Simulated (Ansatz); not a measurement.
ScSi2, DFT, PBEsol, PAW with Ansatz's default frozen-core files, scalar-relativistic (Ansatz 0.2.0), run on 1 thread of Arm Neoverse V2 on a shared host.

The cell comes from COD entry 1538810, which wasn't checked; take it as a given geometry. The listed cell was then made from it by scaling, straining or moving an atom.

Command: `ansatz run input.yaml --threads 1 --pin off --max-ram 4096MiB --backend cpu --events-out ev --progress --plain --runs-dir out`

```yaml
crystal:
  lattice:
    - [3.5852838948, 0.0, 0.0]
    - [-1.7926419474, 3.1049469327, 0.0]
    - [0.0, 0.0, 3.7909982407]
  atoms:
    - { symbol: Sc, position: [0.0, 0.0, 0.0] }
    - { symbol: Si, position: [0.3333333333, 0.6666666667, 0.5] }
    - { symbol: Si, position: [0.6666666667, 0.3333333333, 0.5] }
kpoints:
  mp_grid: { grid: [13, 13, 11] }
scf:
  occupations: { method: fermi_dirac, width: 0.05 }
hamiltonian:
  xc: pbesol
  pseudopotentials: { kind: paw }
output:
  forces: true
  stress: true
  eigenvalues: true
  efg: { contact_densities: true }
  write_density: true
  write_potential: true
  elf: true
  volumetric_format: npy
```

(1) How large is the problem that the program sets up?

(2) Estimate the wall time and the peak memory.

(3) And the same cell and mesh by crystal-made all-electron datasets, asked for forces, stress, eigenvalues, efg, on the same hardware?

Results:

(1) 126 irreducible k-points, 799 plane waves at Γ, 14 bands.

(2) 5.9 s of wall time for 6 SCF iterations, with a peak of 0.39 GiB. Times on shared machines scatter by tens of per cent.

(3) 10 s, peak memory 0.48 GiB.
